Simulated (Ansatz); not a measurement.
**5 guesses for SnBr₄Cl and where they end**

All numbers below come from DFT PBE, scalar-relativistic, plane waves, PAW in Ansatz. All cells share a 420 eV cutoff and Γ-centred k meshes spaced at most about 0.3 Å⁻¹ (about 0.25 or finer for metals, 2π included). No spin polarisation in the final relaxations.

Each guess was relaxed in cell and atoms at zero pressure, within the symmetry of its start. Temperature and zero-point effects are left out. Coordination counts Br or Cl atoms around Sn (for each partner element, those within 1.25 times its shortest distance or 1.15 times the sum of covalent radii, where it is the nearest in units of that sum or under 1.3; the shortest distance is added where it is long for a bond).

| guess | made from | start group | V start (Å³/atom) | end group | V end (Å³/atom) | coordination at the end | gap on mesh (eV) | E over the lowest end (meV/atom) |
| --- | --- | --- | --- | --- | --- | --- | --- | --- |
| 1 | RbAlF4 type | P4/mmm | 26.2 | P4/mmm | 42.6 | Sn 6 | 0 | 29 |
| 2 | SmAlCu4 type | P-6m2 | 33.0 | P-6m2 | 40.7 | Sn 6 | 0 | 60 |
| 3 | CaSnF4 type | P4/mmm | 30.4 | P4/mmm | 32.7 | Sn 8 | 0 | 188 |
| 4 | Ta4SeS type | P4mm | 30.2 | P4mm | 42.2 | Sn 1 | 0 | 0 |
| 5 | ErInCo4 type | F-43m | 30.5 | ? | ? | ? | ? | ? |

Guess 5 as it starts:

Space group F-43m (No. 216). a = 9.017 Å, b = 9.017 Å, c = 9.017 Å, α = 90.00°, β = 90.00°, γ = 90.00°
```json
{"atom": "Sn", "site": "4d", "symmetry": "-43m", "x": "0.2500", "y": "0.2500", "z": "0.7500"}
{"atom": "Br", "site": "16e", "symmetry": ".3m", "x": "0.6253", "y": "0.1253", "z": "0.8747"}
{"atom": "Cl", "site": "4a", "symmetry": "-43m", "x": "0.0000", "y": "0.0000", "z": "0.0000"}
```

Problem. Predict the end of this guess and its energy over the lowest end.

Solution. It ends in space group F-43m (No. 216), with a = 8.723 Å, 27.7 Å³/atom and no gap. It lies 0.39 eV/atom over the lowest end, above guess 3 and so the highest of the set. Counting Br or Cl atoms around Sn, this end has Sn 12 from 3.6 Å and the lowest (guess 4) has Sn 1.

```
Sn Br Cl
1.0
     0.00000    4.36141    4.36141
     4.36141    0.00000    4.36141
     4.36141    4.36141    0.00000
Sn Br Cl
1 4 1
Cartesian
  6.5421 6.5421 6.5421
  5.4528 5.4528 3.2700
  3.2700 5.4528 5.4528
  3.2700 3.2700 3.2700
  5.4528 3.2700 5.4528
  0.0000 0.0000 0.0000
```

The zero of energy is the elements' standard structures at the same level (Cl₂ as a molecule); no fitted shifts are applied. The references include grey tin and crystalline Br.

Problem. Is the lowest end bound against the elements?

Solution. Yes: its formation energy is −0.18 eV/atom. Whether it is stable depends on the other phases of the system, which aren't compared here.

No dispersion correction is applied, so the spacing and binding between layers, chains or molecules are poorly described (P4mm, P4/mmm at 42.6 Å³/atom, P-6m2, P4/mmm at 32.7 Å³/atom), and this can change margins and order among such cells. In P4mm, P4/mmm at 42.6 Å³/atom, P-6m2, P4/mmm at 32.7 Å³/atom, F-43m an odd number of electrons in the primitive cell allows no gap without spin; a larger cell or a magnetic state could open one. A magnetic state wasn't ruled out in cells without spin, among them P4/mmm at 42.6 Å³/atom, P-6m2, P4/mmm at 32.7 Å³/atom, F-43m. The reference form of Br is held partly by dispersion forces, which this level lacks. Cells relaxed within their symmetry can be saddle points. A lower structure may well exist outside this small set. Some candidate types were left out of the draw beforehand, so a known form may be missing.
